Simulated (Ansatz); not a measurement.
MgBr2:
```
MgBr2
1.0
    3.83557     0.00000     0.00000
   -1.91778     3.32170     0.00000
    0.00000     0.00000     6.34222
Mg Br
1 2
Direct
  0.00000   0.00000   0.00000
  0.33333   0.66667   0.23611
  0.66667   0.33333   0.76389
```

Relaxed with r²SCAN+D4.

Q: Give the Bader charges and basin volumes of the independent atoms, DFT-r²SCAN+D4 in the program Ansatz with PAW potentials.

A: 

```tsv
atom	Bader charge (e)	Bader volume (Å³)
Mg1	+1.71	5.9
Br2	-0.86	37.3
```

Space group P-3m1 (CdI2 type). The workflow started from a Materials Project entry (that database holds measured and hypothetical structures alike); the Crystallography Open Database files this formula in space group No. 164, but the cells were not matched. Its standing as an ambient phase is unchecked. Symmetry was held in the r²SCAN+D4 relaxation; its stability against distortions is not shown here.

Potentials: the later of the program's two PAW sets.
